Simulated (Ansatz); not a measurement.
CdO:
```xyz
2
Lattice="2.8812 0.0000 0.0000 0.0000 2.8812 0.0000 0.0000 0.0000 2.8812" Properties=species:S:1:pos:R:3 pbc="T T T"
Cd     0.0000     0.0000     0.0000
O      1.4406     1.4406     1.4406
```

Relaxed with PBEsol. Special points in fractions of this cell's reciprocal vectors: Γ (0.000, 0.000, 0.000); X (0.000, 0.500, 0.000); M (0.500, 0.500, 0.000); R (0.500, 0.500, 0.500).

Problem. List the band energies nearest the Fermi level at these points for DFT-PBEsol in the program Ansatz with PAW potentials.

Solution. In eV from the Fermi level; about four levels below and three above (degenerate sets whole), none deeper than 8.9 eV; … stands for higher levels left out; points with the same levels are listed once.

| k | below | above |
|---|---|---|
| Γ | -1.49 -1.19 -1.19 -1.19 | … |
| X | -6.51 -4.42 0.00 0.00 | 4.33 … |
| M | -6.14 -4.08 -4.08 -0.43 | 3.35 … |
| R | -6.11 -6.11 -0.87 -0.87 -0.87 | … |

Space group Pm-3m (CsCl type). The start of the workflow was typed in or built on a structure type; neither database checked (COD, Materials Project) lists it. It is not the phase usual at ambient conditions (space group No. 225). Symmetry was held in the PBEsol relaxation. At this level the phase is mechanically unstable. Scalar-relativistic: spin–orbit coupling is off unless named, which matters more the heavier the elements.

Potentials: the later of the program's two PAW sets.
